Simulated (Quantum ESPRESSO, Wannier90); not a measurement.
## Wannier functions of WC (P-6m2)

```
begin unit_cell_cart
ang
    2.9165899860    0.0000000000    0.0000000000
   -1.4582949930    2.5258410203    0.0000000000
    0.0000000000    0.0000000000    2.8394400000
end unit_cell_cart
begin atoms_frac
W    0.0000000000  0.0000000000  0.0000000000
C   -0.3333333333  0.3333333333  0.5000000000
end atoms_frac
```

Cell from Materials Project (mp-1894), symmetrised, no further relaxation. COD (Crystallography Open Database) has an entry of this formula and space group (matched by these alone). Computed values, not measurements, from PBEsol: Quantum ESPRESSO (norm-conserving PseudoDojo potentials, cutoff 66 Ry, no spin polarisation, no spin-orbit coupling) on a Γ-centred 12×12×12 mesh, then Wannier90. Density: 12×12×12 mesh, cold smearing 0.01 Ry. Spin-orbit coupling is left out although heavy elements are present.

A tight-binding model is made by disentanglement and projection with no localisation steps (num_iter = 0), so the 13 orbitals stay atom-like: hydrogen-like W: s;p;d; C: s;p, axes along x, y, z; frozen window up to 1.50 eV relative to the Fermi level. It follows pw.x to 1.0 meV rms for states up to 1.0 eV relative to the Fermi level. Matrix elements depend on this choice of orbitals and windows.

**Question.** What are the on-site energies relative to the Fermi level, and how fast do the hoppings decay?

**Answer.** 
```
atom    orbitals  energy (eV)
----  ----------  -----------
W1             s         8.88
W1            pz        17.46
W1         px py        15.95
W1           dz2         0.98
W1       dxz dyz         1.57
W1    dx2-y2 dxy         1.16
C2             s        -5.34
C2            pz         1.31
C2         px py         1.34
```

```json
[
 {"distance of the centres (Å)": "2–3", "largest modulus (eV)": "2.3"},
 {"distance of the centres (Å)": "3–4", "largest modulus (eV)": "0.16"},
 {"distance of the centres (Å)": "4–5", "largest modulus (eV)": "0.39"},
 {"distance of the centres (Å)": "5–6", "largest modulus (eV)": "0.32"},
 {"distance of the centres (Å)": "6–7", "largest modulus (eV)": "0.026"},
 {"distance of the centres (Å)": "7–8", "largest modulus (eV)": "0.027"},
 {"distance of the centres (Å)": "8–9", "largest modulus (eV)": "0.033"},
 {"distance of the centres (Å)": "9–10", "largest modulus (eV)": "0.0038"},
 {"distance of the centres (Å)": "10–11", "largest modulus (eV)": "0.0079"},
 {"distance of the centres (Å)": "11–12", "largest modulus (eV)": "0.0033"},
 {"distance of the centres (Å)": "12–13", "largest modulus (eV)": "0.0020"}
]
```
